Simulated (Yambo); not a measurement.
G0W0@LDA for ZrNBr (space group Pmmn, No. 59) in Yambo. Reference settings: 4×4×1 Γ-centred k mesh, bands 3 to 194 and a 7 Ry block in the screening, 194 bands in G with the Bruneval-Gonze terminator, plasmon pole fitted at 27.2 eV. The LDA gap Γ → Γ on this mesh is 1.74 eV; G0W0 gaps are taken between the same points.

Gap (Γ → Γ) in eV against the number of bands and the screening block, terminator on:

| bands (W and G) | 2 Ry | 3 Ry | 4 Ry | 6 Ry | 7 Ry |
|---|---|---|---|---|---|
| 49 | 3.153 | 3.039 | 3.073 | 3.086 | 3.112 |
| 75 | 2.983 | 2.865 | 2.911 | 2.944 | 2.977 |
| 109 | 2.911 | 2.780 | 2.822 | 2.858 | 2.895 |
| 151 | 2.885 | 2.744 | 2.783 | 2.825 | 2.865 |
| 194 | 2.873 | 2.725 | 2.757 | 2.798 | 2.840 |

Rough cost of the Yambo step against the reference (shared machines):

```tsv
bands (W and G)	2 Ry	3 Ry	4 Ry	6 Ry	7 Ry
49	1/10	1/10	1/10	1/9	1/6
75	1/8	1/9	1/8	1/6	1/4
109	1/6	1/6	1/5	1/4	1/2
151	1/4	1/4	1/4	1/2	~1
194	1/3	1/3	1/3	~1	1
```

At the largest block the last step in bands moves the gap by -0.025 eV; at the most bands the last step in the block moves it by 0.042 eV.

Spin-orbit splittings are left out.

Geometry of the Materials Project entry, not relaxed at this level; primitive cell a = 3.620 Å, b = 4.119 Å, c = 9.022 Å, α = β = γ = 90.00°.

The distance between layers or molecules is the database entry's, not relaxed here. Functionals without dispersion can leave it too large, which widens gaps and weakens the response across layers: the numbers belong to this cell.
